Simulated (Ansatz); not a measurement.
A geometry of KTaO3 away from equilibrium: the start of the relaxation of a generated cell, KTaO3 placed in the ilmenite structure type. Level of theory: r2SCAN (plane waves to 500 eV, PAW, scalar-relativistic; Ansatz, a first-principles code). Γ-centred k-mesh 5×5×5 on the run's cell (coarser than for final values), Fermi–Dirac smearing 0.05 eV.

```xyz
10
Lattice="2.8441 1.6420 5.2486 -2.8441 1.6420 5.2486 0.0000 -3.2841 5.2486" Properties=species:S:1:pos:R:3 pbc="T T T"
K      0.0000     0.0000     5.5956
K      0.0000     0.0000    10.1502
O     -0.9691    -1.8352     9.1072
O      2.0739     0.0783     9.1072
O     -1.1048     1.7569     9.1072
O      0.9691     1.8352     6.6385
O     -2.0739    -0.0783     6.6385
O      1.1048    -1.7569     6.6385
Ta     0.0000     0.0000     2.3052
Ta     0.0000     0.0000    13.4405
```

Task: What forces act on the atoms (eV/Å)?

Result: 
```json
[
 {"atom": "K1", "Fx": "0.00", "Fy": "0.00", "Fz": "0.19"},
 {"atom": "K2", "Fx": "0.00", "Fy": "0.00", "Fz": "-0.19"},
 {"atom": "O3", "Fx": "-3.73", "Fy": "-1.85", "Fz": "-4.37"},
 {"atom": "O4", "Fx": "3.47", "Fy": "-2.30", "Fz": "-4.37"},
 {"atom": "O5", "Fx": "0.26", "Fy": "4.16", "Fz": "-4.37"},
 {"atom": "O6", "Fx": "3.73", "Fy": "1.85", "Fz": "4.37"},
 {"atom": "O7", "Fx": "-3.47", "Fy": "2.30", "Fz": "4.37"},
 {"atom": "O8", "Fx": "-0.26", "Fy": "-4.16", "Fz": "4.37"},
 {"atom": "Ta9", "Fx": "0.00", "Fy": "0.00", "Fz": "-1.00"},
 {"atom": "Ta10", "Fx": "0.00", "Fy": "0.00", "Fz": "1.00"}
]
```

Task: What is the pressure?

Result: -17.2 GPa, compression positive.

Task: How much energy per atom can still be gained by relaxing?

Result: 0.66 eV/atom; the path ends in R-3 (No. 148) (AFLOW prototype AB3C_hR10_148_c_f_c (as in TiFeO3)).

No spin polarisation in the result.

The run could not lose the symmetry of its start, so the end can be a saddle point.

The end of the path is a generated cell of KTaO3: the first start was made by placing the elements on the sites of a structure type, and the end was not matched to a known phase here, so it may be hypothetical. Known forms of KTaO3 include space group No. 221.
